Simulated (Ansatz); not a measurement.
MgH₂:
```yaml
crystal:
  lattice:
    - [4.51743, 0.00000, 0.00000]
    - [0.00000, 4.51743, 0.00000]
    - [0.00000, 0.00000, 3.01264]
  atoms:
    - { symbol: Mg, position: [0.00000, 0.00000, 0.00000] }
    - { symbol: Mg, position: [0.50000, 0.50000, 0.50000] }
    - { symbol: H, position: [0.30442, 0.30442, 0.00000] }
    - { symbol: H, position: [0.19558, 0.80442, 0.50000] }
    - { symbol: H, position: [0.69558, 0.69558, 0.00000] }
    - { symbol: H, position: [0.80442, 0.19558, 0.50000] }
```

Relaxed with PBE. 

### Question
HSE06 on this cell (Ansatz, a quantum-chemistry and plane-wave program, PAW) gives a gap of 4.81 eV. What does PBE give?

### Answer
3.72 eV.

Cost on shared cores: the PBE run (SCF on a 6×6×9 mesh, then bands and DOS) around 40 core-seconds (rough), the HSE06 run (SCF on 4×4×5, then a few points) about 80 core-seconds (a rough figure); the tasks are unlike.

Space group P4_2/mnm (rutile). Symmetry was held in the PBE relaxation; phonons on a q-mesh show no instability.

Potentials: the later of the program's two PAW sets.

Ansatz is a plane-wave DFT program.
